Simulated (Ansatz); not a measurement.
A geometry of Cu$_{2}$O away from equilibrium: step 2 of the relaxation of a relaxed Cu2O cell shaken by Gaussian noise of σ = 0.08 Å a coordinate. Computed with r2SCAN (plane waves to 500 eV, PAW, scalar-relativistic; Ansatz, a quantum-chemistry and plane-wave program). Γ-centred k-mesh 5×5×6 on the run's cell (coarser than for final values), Fermi–Dirac smearing 0.05 eV.

```
Cu2O
1.0
    5.66873    -0.00893    -0.02120
   -2.84209     4.93071     0.02247
   -0.01578     0.01020     4.21452
O Cu
3 6
Direct
  0.99845   0.98982   0.99816
  0.66551   0.32899   0.58146
  0.33506   0.67659   0.42294
  0.83959   0.67319   0.72501
  0.82815   0.16921   0.75711
  0.32734   0.16094   0.75688
  0.14324   0.33299   0.24819
  0.18772   0.84348   0.25677
  0.68858   0.83778   0.23856
```

Give the Cartesian forces on all atoms (eV/Å).


| atom | Fx | Fy | Fz |
|---|---|---|---|
| O1 | 0.49 | 0.69 | -0.37 |
| O2 | -1.00 | 0.30 | -0.83 |
| O3 | 2.60 | -1.13 | 0.67 |
| Cu4 | 0.02 | 0.19 | 0.39 |
| Cu5 | 1.20 | -0.70 | 0.54 |
| Cu6 | 0.01 | 0.16 | -0.05 |
| Cu7 | 0.30 | 0.11 | 0.07 |
| Cu8 | -2.11 | 1.12 | -1.25 |
| Cu9 | -1.51 | -0.74 | 0.83 |

What is the pressure?

+2.9 GPa, compression positive.

How far above the relaxed end point is this geometry?

0.04 eV/atom; the path ends in P-3m1 (No. 164).

No spin polarisation in the result. The d or f electrons are treated with no Hubbard U.

The end of the path is a generated cell of Cu2O: the first start was made by placing the elements on the sites of a structure type, and the end was not matched to a known phase here, so it may be hypothetical. Known forms of Cu2O include space group No. 224.
